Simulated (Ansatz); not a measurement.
BBi (4H polytype), relaxed with r2SCAN. Space group P6_3mc (No. 186), hexagonal; conventional cell a = 3.873 Å, c = 12.712 Å, 20.65 Å³ an atom. B is surrounded by 4 Bi at 2.37 Å; B is surrounded by 4 Bi at 2.37–2.39 Å; Bi is surrounded by 4 B at 2.37 Å; Bi is surrounded by 4 B at 2.37–2.39 Å.

```cif
data_structure
_symmetry_space_group_name_H-M 'P 1'
_symmetry_Int_Tables_number 1
_cell_length_a 3.8735
_cell_length_b 3.8735
_cell_length_c 12.7117
_cell_angle_alpha 90.000
_cell_angle_beta 90.000
_cell_angle_gamma 120.000
_cell_volume 165.17
loop_
_atom_site_label
_atom_site_type_symbol
_atom_site_fract_x
_atom_site_fract_y
_atom_site_fract_z
_atom_site_occupancy
B1 B 0.00000 0.00000 0.00067 1
B2 B 0.33333 0.66667 0.24944 1
B3 B 0.00000 0.00000 0.50067 1
B4 B 0.66667 0.33333 0.74944 1
Bi1 Bi 0.00000 0.00000 0.18708 1
Bi2 Bi 0.33333 0.66667 0.43782 1
Bi3 Bi 0.00000 0.00000 0.68708 1
Bi4 Bi 0.66667 0.33333 0.93782 1
```

4 runs of Ansatz 0.2.0 on this cell differ in the functional (and in the settings that go with it). Levels are in eV from each run's valence top; v1 is the last filled band, c1 the first empty one.

Run A, mean stress 0.0 GPa (compression positive):
```tsv
point	v4	v3	v2	v1	c1	c2
Γ	-1.06	-0.13	0.00	0.00	0.36	0.44
M	-2.89	-2.88	-2.20	-1.78	0.57	0.65
K	-4.05	-3.19	-3.19	-2.46	1.71	2.40
A	-0.39	-0.39	-0.39	-0.39	0.48	0.48
```

Run B, mean stress +1.3 GPa (compression positive):
```tsv
point	v4	v3	v2	v1	c1	c2
Γ	-0.98	-0.13	0.00	0.00	0.26	0.33
M	-2.71	-2.71	-2.06	-1.66	0.46	0.54
K	-3.85	-3.01	-3.01	-2.30	1.53	2.18
A	-0.36	-0.36	-0.36	-0.36	0.37	0.37
```

Run C, mean stress -2.0 GPa (compression positive):
```tsv
point	v4	v3	v2	v1	c1	c2
Γ	-1.11	-0.10	0.00	0.00	1.38	1.55
M	-3.05	-3.03	-2.30	-1.87	1.57	1.65
K	-4.32	-3.37	-3.37	-2.58	2.76	3.48
A	-0.41	-0.41	-0.41	-0.41	1.51	1.51
```

Run D, mean stress -1.8 GPa (compression positive):
```tsv
point	v4	v3	v2	v1	c1	c2
Γ	-1.08	-0.11	0.00	0.00	0.76	0.95
M	-3.00	-2.98	-2.26	-1.84	0.96	1.03
K	-4.23	-3.30	-3.30	-2.53	2.12	2.82
A	-0.40	-0.40	-0.40	-0.40	0.89	0.89
```

**Question.** Match the runs to PBE, r2SCAN, HSE06, PBE0.

**Answer.** A is r2SCAN, B is PBE, C is PBE0, D is HSE06. In order of the gap: PBE 0.25, r2SCAN 0.36, HSE06 0.76, PBE0 1.38 eV. The stress vanishes for r2SCAN, which relaxed the cell.

(Calculated; spin-unpolarised; the phase may be known or hypothetical.)

Spin-orbit coupling is left out; in compounds of Pb, Bi, Tl or Hg it can lower a gap by up to about 1 eV, split its edges or invert the bands.

The stress of a hybrid is loosely converged in these runs.

The meshes of the hybrids are coarse, so their gaps aren't converged to the digits shown.
